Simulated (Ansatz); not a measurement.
**Question.** I (molecular I2 type, space group No. 64) is relaxed with DFT-LDA in the program Ansatz with PAW potentials. What lattice parameters of the conventional cell result?

**Answer.** a = 7.152 Å, b = 4.324 Å, c = 9.530 Å.

**Question.** Give the free coordinates with the occupied sites.

**Answer.** In one choice of origin and axes:

```csv
atom,site,symmetry,x,y,z
I,8f,m..,0.0000,0.1788,0.1230
```

**Question.** Is it a metal or does it have a gap at this level?

**Answer.** A gap of 0.68 eV, indirect.

Space group Cmce (molecular I2 type). Symmetry was held in the LDA relaxation. A crystal of weakly bound units computed without a dispersion correction: the cell and the soft elastic constants depend strongly on that. Spin–orbit coupling is left out wherever it is not named.

Potentials: the earlier of the program's two PAW sets. The files were generated under PBE; for other functionals the program regenerates the frozen cores, and for LDA and PBEsol the local potential too.
